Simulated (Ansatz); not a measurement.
## CoSi6Ni2: relaxed-ion elastic tensor

Method: DFT PBE, scalar-relativistic, plane waves, PAW in Ansatz 0.2.0. Settings: 420 eV plane-wave cutoff, Γ-centred 14×14×14 mesh, Fermi-Dirac smearing of 0.15 eV. No spin polarisation.

Equilibrium structure at this level:
```yaml
crystal:
  lattice:
    - [-1.91093, 1.91093, 8.09118]
    - [1.91093, -1.91093, 8.09118]
    - [1.91093, 1.91093, -8.09118]
  atoms:
    - { symbol: Co, position: [0.00000, 0.00000, 0.00000] }
    - { symbol: Si, position: [0.75000, 0.25000, 0.50000] }
    - { symbol: Si, position: [0.41857, 0.91857, 0.50000] }
    - { symbol: Si, position: [0.08143, 0.58143, 0.50000] }
    - { symbol: Si, position: [0.91857, 0.41857, 0.50000] }
    - { symbol: Si, position: [0.58143, 0.08143, 0.50000] }
    - { symbol: Si, position: [0.25000, 0.75000, 0.50000] }
    - { symbol: Ni, position: [0.66746, 0.66746, 0.00000] }
    - { symbol: Ni, position: [0.33254, 0.33254, 0.00000] }
```

The cell was found from a structure generator's guess, not taken from experiment. In a metal, frequencies and elastic constants depend on the k mesh and the smearing, soft modes and shear constants most.

(1) Give the relaxed-ion elastic constants (GPa, Voigt order xx yy zz yz xz xy, on the Cartesian axes of the cell above).

(2) Is the crystal stable against homogeneous strain?

(3) And the moduli of a polycrystal (Hill averages)?

Answers

(1)
```
260.1  72.5 125.2   0.0   0.0   0.0
 72.5 260.1 125.2   0.0   0.0   0.0
125.2 125.2 207.1   0.0   0.0   0.0
  0.0   0.0   0.0  98.0   0.0   0.0
  0.0   0.0   0.0   0.0  98.0   0.0
  0.0   0.0   0.0   0.0   0.0  43.3
```

(2) Yes: the least eigenvalue of the tensor is 43.3 GPa.

(3) B = 153 GPa, G = 69 GPa, E = 180 GPa, ν = 0.30.
